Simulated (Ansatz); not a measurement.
MgO2: two-dimensional strain map

Level of theory: DFT PBEsol, scalar-relativistic, plane waves, PAW (Ansatz). Settings: plane waves to 420 eV, k-mesh 12×12×12 (Γ-centred), Gaussian smearing 0.05 eV. No spin polarisation. Energies are free energies at this smearing, counted from the undisturbed cell; pressure is positive in compression.

Zero of the scan (as given, not relaxed at this level; it stands at -4.8 GPa, and it needn't be the usual structure):

```
CELL_PARAMETERS angstrom
1.60476 0.92651 3.49398
-1.60476 0.92651 3.49398
0.00000 -1.85302 3.49398
ATOMIC_POSITIONS crystal
Mg 0.00000 0.00000 0.00000
O 0.42879 0.42879 0.42879
O 0.57121 0.57121 0.57121
```

The cell is strained by p along both x and y and by q along z, fractional coordinates fixed. Points are written (p, q).

Energy above the undisturbed cell in meV/atom (a dash: not computed):

```
 p \ q  -0.030  -0.015  0.000  0.015  0.030
-0.030     7.5     1.0    2.5   11.4   26.8
-0.015    -0.1    -5.6   -3.2    6.4   22.4
 0.000     1.5    -3.2    0.0   10.2   26.7
 0.015    11.3     7.4   11.1   21.8   38.7
 0.030    28.5    25.1   29.3   40.3   57.5
```

Pressure in GPa:

| p \ q | -0.030 | -0.015 | 0.000 | 0.015 | 0.030 |
| --- | --- | --- | --- | --- | --- |
| -0.030 | 8.5 | 4.9 | 1.8 | -1.1 | -3.6 |
| -0.015 | 4.5 | 1.2 | -1.8 | -4.4 | -6.7 |
| 0.000 | 1.0 | -2.1 | -4.8 | -7.3 | -9.4 |
| 0.015 | -2.1 | -4.9 | -7.4 | -9.7 | -11.7 |
| 0.030 | -4.6 | -7.3 | -9.6 | -11.7 | -13.6 |

Gap on the k-mesh in eV:

```csv
p \ q,-0.030,-0.015,0.000,0.015,0.030
-0.030,2.81,2.47,2.14,1.83,1.54
-0.015,2.85,2.51,2.19,1.89,1.60
0.000,2.88,2.55,2.23,1.93,1.65
0.015,2.88,2.57,2.26,1.97,1.70
0.030,2.83,2.59,2.29,2.00,1.73
```